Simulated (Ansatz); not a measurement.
Method: Ansatz, DFT PBE, scalar-relativistic, plane waves, PAW. All cells share a 420 eV cutoff and Γ-centred k meshes spaced at most about 0.3 Å⁻¹ (about 0.25 or finer for metals, 2π included). No spin polarisation in the final relaxations.

These are static total energies at zero pressure.

Two relaxed structures of La3Si2F:

1. Space group P-3m1 (No. 164), trigonal, a = 4.336 Å, c = 9.743 Å. La on a site of symmetry 3m has 3 F at 2.89 Å and 3 Si at 2.96 Å; La on a site of symmetry -3m has 6 Si at 3.12 Å; Si is surrounded by 6 La at 2.96–3.12 Å; F is surrounded by 6 La at 2.89 Å.

2. Space group P4/mmm (No. 123), tetragonal, a = 5.031 Å, c = 9.880 Å. La on a site of symmetry mmm has 2 F at 2.52 Å and 4 Si at 3.38 Å; La on a site of symmetry 4/mmm is surrounded by 2 Si at 2.68 Å; Si has 1 F at 2.26 Å, 1 La at 2.68 Å and 4 La at 3.38 Å; F is surrounded by 2 Si at 2.26 Å and 4 La at 2.52 Å.

Question: Which is lower in energy, and by how much?

Answer: Cell 1 is lower, by 1.27 eV/atom. Cell 1 has space group P-3m1 (No. 164), 26.4 Å³/atom and no gap on its mesh; cell 2 has space group P4/mmm (No. 123), 41.7 Å³/atom and no gap. The shortest distance is 2.89 Å (La–F) in cell 1 and 2.26 Å (Si–F) in cell 2. The denser one is the lower, and pressure would at first widen the difference. Both come from invented guesses.

Cells relaxed within their symmetry can be saddle points.
